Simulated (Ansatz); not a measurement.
Relaxing a structure of Ir

The start is a generated cell, Ir built in the beta-Sn structure type. The cell and all atomic positions are relaxed at zero pressure with PBEsol (plane waves to 420 eV, PAW, scalar-relativistic; Ansatz, a program for electronic structure). The first steps use a coarse 14×14×14 k-mesh.

Initial structure:
```yaml
crystal:
  lattice:
    - [-2.38819, 2.38819, 1.30303]
    - [2.38819, -2.38819, 1.30303]
    - [2.38819, 2.38819, -1.30303]
  atoms:
    - { symbol: Ir, position: [0.75000, 0.25000, 0.50000] }
    - { symbol: Ir, position: [0.00000, 0.00000, 0.00000] }
```

- Initial pressure: +18.0 GPa (positive: the cell is compressed)
- Outcome: The space group stays I4₁/amd (No. 141) (the run could not lower it); the end is AFLOW prototype A_tI4_141_a (A5, as in Sn), with 2 atoms in the primitive cell
- Energy released: 0.06 eV/atom
- Volume change: +5.5 %, from 14.86 to 15.68 Å³/atom
- Band gap at the end: no gap (metallic)
- Optimiser moves: 7

It ends as:

```cif
data_Ir4
_chemical_formula_sum 'Ir4'
_space_group_name_H-M_alt 'I41/amd :1'
_space_group_IT_number 141
_space_group_name_Hall 'I 4bw 2bw -1bw'
_cell_length_a 4.80379
_cell_length_b 4.80379
_cell_length_c 2.71742
_cell_angle_alpha 90.000
_cell_angle_beta 90.000
_cell_angle_gamma 90.000
loop_
_atom_site_label
_atom_site_type_symbol
_atom_site_symmetry_multiplicity
_atom_site_Wyckoff_symbol
_atom_site_fract_x
_atom_site_fract_y
_atom_site_fract_z
_atom_site_occupancy
Ir1 Ir 4 a 0.00000 0.00000 0.00000 1
```
(The calculation used a cell of 2 atoms; values per cell refer to that cell.)

Final values are on a 19×19×19 k-mesh of the relaxed cell. No spin polarisation in the result.

The run could not lower the symmetry of its start; a shaken copy of this end point relaxes with PBEsol to Fm-3m (No. 225), 0.75 eV/atom lower.

The relaxed structure here is a generated cell of Ir: the first start was made by placing the elements on the sites of a structure type, and the end was not matched to a known phase here, so it may be hypothetical. Known forms of Ir include space group No. 225.
